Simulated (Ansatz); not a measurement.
**Notes on Os**

```xyz
2
Lattice="2.7393 0.0000 0.0000 -1.3697 2.3723 0.0000 0.0000 0.0000 4.3255" Properties=species:S:1:pos:R:3 pbc="T T T"
Os    0.0000    1.5816    1.0814
Os    1.3697    0.7908    3.2441
```

Single point in Ansatz 0.2.0 with r2SCAN, no spin polarisation. Cutoff 500 eV, PAW datasets, 14×14×8 Γ-centred k mesh, fermi-dirac filling (width 0.0628 eV).

What do density and ELF say about some of the short contacts?

Os–Os at 2.68 Å: least valence density 0.50 e/Å³ and ELF 0.43 there. Both are smooth PAW fields, read partly inside the augmentation spheres.

What does the stress say?

The pressure is -1.2 GPa (compression positive), so with the atoms held at these fractions the cell would first shrink. The principal stresses -2.2, -0.7, -0.7 GPa differ, so its shape would change too.

Metal or insulator?

It is a metal, with about 1.1 states/eV a cell as the mean within 0.25 eV of the Fermi level, mostly Os d (94 %).

Origin: a database entry at a rescaled volume.
